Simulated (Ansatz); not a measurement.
Generalised stacking-fault energy along a line for Y (hcp, Mg type)

Y (hcp, Mg type) is sheared across one (0001) plane: the third cell vector gains the shift, so faults repeat every 17.0 Å. The cut lies between planes 2.84 Å apart; the cell height is held.

```yaml
crystal:
  lattice:
    - [3.65564, 0.00000, 0.00000]
    - [1.82782, 3.16588, 0.00000]
    - [0.00000, 0.00000, 17.03611]
  atoms:
    - { symbol: Y, position: [0.33333, 0.33333, 0.08333] }
    - { symbol: Y, position: [0.33333, 0.33333, 0.41667] }
    - { symbol: Y, position: [0.33333, 0.33333, 0.75000] }
    - { symbol: Y, position: [0.66667, 0.66667, 0.91667] }
    - { symbol: Y, position: [0.66667, 0.66667, 0.25000] }
    - { symbol: Y, position: [0.66667, 0.66667, 0.58333] }
```

In-plane vectors a = (3.656, 0.000) Å, b = (1.828, 3.166) Å, area 11.57 Å². The shift is s times the vector a + b (length 6.332 Å), so s = 1 restores the start. Atoms relax along the normal only. γ = [E(shift) − E(0)] / area.

Computed with PBE (plane waves to 420 eV, PAW, scalar-relativistic; Ansatz, a first-principles code). k mesh 12×12×3 (Γ-centred), Fermi-Dirac smearing 0.05 eV. E is the zero-smearing estimate. Compression counts positive. Some relaxations began with atoms very close together and may have settled on another branch. With partly filled bands, the k mesh leaves noise in γ, roughly 0.02 J/m² as judged from a few cases. Faults lie only 17.0 Å apart, and holding the cell height raises γ above its relaxed value. Y is run without spin polarisation. Y was relaxed with its symmetry unable to fall. γ is measured from zero shift.

```
s      γ (J/m²)  σ normal to the fault (GPa)
-----  --------  ---------------------------
0.000      0.00                          0.0
0.083      0.12                          0.3
0.167      0.36                          1.2
0.250      0.53                          2.1
0.333      0.58                          2.3
0.417      0.53                          2.1
0.500      0.38                          1.4
0.583      0.18                          0.8
0.667      0.09                          0.6
0.750      0.15                          0.7
0.833      0.18                          0.6
0.917      0.08                          0.3
```

Read from the data:

Highest computed γ on the line: 0.58 J/m²
Position of the highest point: s = 0.333
Local minima between the ends: s = 0.667
γ at the local minimum along the line, s = 0.667: 0.09 J/m²
Lower barrier from zero shift into that minimum (unstable fault energy, highest computed point): 0.18 J/m²
Steepest slope dγ/d(shift) before the first maximum (spline): 4.9 GPa

The 12 points together took about 13 core-minutes (a rough figure).

(The slope of γ gives the shear force per area between the displaced halves; near zero shift its curvature is an elastic stiffness.)
